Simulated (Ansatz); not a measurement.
In₂Si₂O₇:
```xyz
11
Lattice="3.3159 4.3247 0.0000 -3.3159 4.3247 0.0000 -1.0356 0.0000 4.6102" Properties=species:S:1:pos:R:3 pbc="T T T"
In     0.0000     5.9889     0.0000
In     0.0000     2.6604     0.0000
Si    -2.2699     4.3247     1.8891
Si     1.2343     4.3247     2.7211
O      0.9435     2.9685     3.6023
O     -1.9791     5.6808     1.0079
O     -1.9791     2.9685     1.0079
O      0.9435     5.6808     3.6023
O     -0.5178     0.0000     2.3051
O      0.4228     4.3247     1.3024
O     -1.4584     4.3247     3.3078
```

Relaxed with PBEsol. Special points in fractions of this cell's reciprocal vectors: Γ (0.000, 0.000, 0.000); Y (0.500, 0.500, 0.000); M (0.500, 0.500, 0.500); A (0.000, 0.000, 0.500); L2 (0.000, 0.500, 0.500); V2 (0.000, 0.500, 0.000).

Question: List the band energies nearest the valence-band maximum at these points for the program Ansatz at the PBEsol level (PAW).

Answer: In eV from the valence-band maximum; about four levels below and three above (degenerate sets whole), none deeper than 8.9 eV; points with the same levels are listed once.

```json
[
 {"k": "Γ", "below": "-0.80 -0.54 -0.44 0.00", "above": "2.87 6.32 7.76"},
 {"k": "Y", "below": "-0.86 -0.53 -0.35 -0.11", "above": "5.41 5.93 7.12"},
 {"k": "M", "below": "-1.05 -0.41 -0.14 -0.04", "above": "4.86 5.29 8.16"},
 {"k": "A", "below": "-0.53 -0.25 -0.07 -0.03", "above": "4.82 6.29 6.60"},
 {"k": "L2", "below": "-0.56 -0.41 -0.39 -0.28", "above": "5.29 5.58 7.41"},
 {"k": "V2", "below": "-0.63 -0.57 -0.35 -0.16", "above": "4.99 5.30 7.55"}
]
```

Space group C2/m. The workflow started from a Materials Project entry (that database holds measured and hypothetical structures alike); the Crystallography Open Database files this formula in space group No. 12, but the cells were not matched. Its standing as an ambient phase is unchecked. Symmetry was held in the PBEsol relaxation; whether a distortion lowers the energy is not shown. Spin–orbit coupling is left out wherever it is not named.

Potentials: the later of the program's two PAW sets.
